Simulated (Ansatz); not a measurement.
CsH (Pm-3m), a vibration from a frozen displacement

All numbers below come from DFT LDA, scalar-relativistic, plane waves, PAW in Ansatz. Settings: plane waves to 420 eV, k-mesh 8×8×8 (Γ-centred), Gaussian smearing 0.05 eV. Spin–orbit coupling is left out, which matters for the heavy elements here. No spin polarisation. Energies are free energies at this smearing, counted from the undisturbed cell; pressure is positive in compression.

Reference structure (as given, not relaxed at this level; it stands at -1.9 GPa; this CsCl-type form isn't the usual structure):

```
Cs H
1.0
     3.81841    0.00000    0.00000
     0.00000    3.81841    0.00000
     0.00000    0.00000    3.81841
Cs H
1 1
Direct
  0.00000 0.00000 0.00000
  0.50000 0.50000 0.50000
```

Every H atom is moved by x along the Cartesian unit vector (0.000, 0.000, 1.000); the cell and all other atoms stay fixed. The cell's volume is 55.67 Å³; the moved atoms weigh 1.008 u together and the others 132.905 u. Some rows repeat others by symmetry and weren't run.

| x (Å) | ΔE (meV/cell) | total force on the moved atoms along the move (eV/Å) | pressure (GPa) |
| --- | --- | --- | --- |
| -0.5000 | 39.88 | 0.1718 | -1.2978 |
| -0.4375 | 29.96 | 0.1458 | -1.4451 |
| -0.3750 | 21.63 | 0.1213 | -1.5744 |
| -0.3125 | 14.78 | 0.0982 | -1.6849 |
| -0.2500 | 9.32 | 0.0765 | -1.7762 |
| -0.1875 | 5.18 | 0.0561 | -1.8476 |
| -0.1250 | 2.28 | 0.0368 | -1.8989 |
| -0.0625 | 0.57 | 0.0182 | -1.9298 |
| 0.0000 | 0.00 | 0.0000 | -1.9401 |
| 0.0625 | 0.57 | -0.0182 | -1.9298 |
| 0.1250 | 2.28 | -0.0368 | -1.8989 |
| 0.1875 | 5.18 | -0.0561 | -1.8476 |
| 0.2500 | 9.32 | -0.0765 | -1.7762 |
| 0.3125 | 14.78 | -0.0982 | -1.6849 |
| 0.3750 | 21.63 | -0.1213 | -1.5744 |
| 0.4375 | 29.96 | -0.1458 | -1.4451 |
| 0.5000 | 39.88 | -0.1718 | -1.2978 |

Task: What frequency belongs to this motion?

Result: The force constant is k = −dF/dx = 0.291 eV/Å², from the parabola through x = -0.0625, 0 and 0.0625. In every cell the moved atoms swing against the rest, so the mass is μ = m₁m₂/(m₁ + m₂) = 1.000 u, and ν̃ = 521.5 cm⁻¹ × √(|k|/μ) = 281 cm⁻¹, at this cell's pressure of -1.9 GPa. To first order in x, and within 1 %, the force on every atom lies along the move and, within each of the two groups, in proportion to the atom's mass, so this is itself a mode at the zone centre of this cell, taken without macroscopic field (the transverse frequency in a polar insulator).

Task: How far does the harmonic law reach?

Result: At x = -0.500 Å, kx²/2 = 36.40 meV against the computed 39.88 meV (+9.6 %): the well stiffens in this direction at large amplitude.

Task: The pressure changes with x². What does that say about the frequency under compression?

Result: With E = k(V)x²/2, k ∝ V^(−2γ) and x scaling with the cell as V^(1/3), P − P0 = −∂E/∂V = (2γ − 2/3) ΔE/V. At x = 0.1250 Å, V(P − P0) = 55.67 × 0.04115 / 160.2 eV = 14.30 meV and ΔE = 2.28 meV, so γ = 1/3 + V(P − P0)/(2ΔE) = 3.46. This is the Grüneisen parameter of the motion under uniform scaling of the cell: shrinking the cell evenly by 1 % in volume raises the frequency by about 3.46 %.